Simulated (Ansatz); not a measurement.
Ta$_{3}$Au: reading a single point

```xyz
8
Lattice="5.2217 0.0000 0.0000 0.0000 5.2217 0.0000 0.0000 0.0000 5.2217" Properties=species:S:1:pos:R:3 pbc="T T T"
Ta    1.3054    0.0000    2.6108
Ta    2.6108    3.9162    0.0000
Ta    3.9162    0.0000    2.6108
Ta    2.6108    1.3054    0.0000
Ta    0.0000    2.6108    3.9162
Ta    0.0000    2.6108    1.3054
Au    0.0000    0.0000    0.0000
Au    2.6108    2.6108    2.6108
```

Single point in Ansatz 0.2.0 with PBEsol, no spin polarisation. Cutoff 420 eV, PAW datasets, 7×7×7 Γ-centred k mesh, fermi-dirac filling (width 0.0137 eV).

Question: Is there a gap?

Answer: It is a metal, with about 11 states/eV a cell as the mean within 0.25 eV of the Fermi level, mostly Ta d (84 %).

Question: Describe some of the short contacts.

Answer: Ta–Ta at 2.61 Å: least valence density 0.49 e/Å³ and ELF 0.36 there. Ta–Au at 2.92 Å: least valence density 0.28 e/Å³ and ELF 0.21 there. These are pseudo-fields; inside the PAW spheres they differ from the all-electron ones.

Question: Give the Bader charges.

Answer: Bader charges in e: Ta +0.54, Au -1.61. In the mean Ta gives up most and Au takes most.

Question: Is the cell too large or too small?

Answer: The pressure is -5.5 GPa (compression positive), so with the atoms held at these fractions the cell would first shrink.

Question: Is it stable against the elements?

Answer: -0.07 eV an atom against the elements' usual phases (free molecules for gases, crystals otherwise, with no correction for O₂ or N₂), so it is bound against them; other compounds may still compete. Relaxing would lower it.

Origin: a database entry at a rescaled volume. Caveats: many states at the Fermi level without spin polarisation, so a magnetic state may lie lower.
